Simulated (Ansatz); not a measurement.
BiGaSe3, polar In2Se3 (zinc-blende-like, planes Se-Ga-Se-Bi-Se)-type layer, relaxed and computed with two functionals in Ansatz (plane waves, PAW).

| functional | a (Å) | thickness (Å) | gap (eV) | IP (eV) |
|---|---|---|---|---|
| PBE | ? | ? | ? | ? |
| r²SCAN+D4 | 3.999 | 6.89 | 0.68 | 6.09 |

Problem. Complete the blanks.

Solution. 
- PBE, a (Å): 4.063
- PBE, thickness (Å): 6.94
- PBE, gap (eV): 0.26
- PBE, IP (eV): 5.92

All cells were relaxed under the symmetry of their starts (and spin orders); stability against distortions was not tested throughout. Spin–orbit coupling is left out wherever it is not named. Constructed layers (a layer type filled with these elements): BiGaSe3, polar In2Se3 (zinc-blende-like, planes Se-Ga-Se-Bi-Se)-type layer; BiGaSe3, polar In2Se3 (zinc-blende-like, planes Se-Ga-Se-Bi-Se)-type layer.

Potentials: the later of the program's two PAW sets.

Ansatz (a quantum-chemistry and plane-wave program) is a plane-wave DFT program.
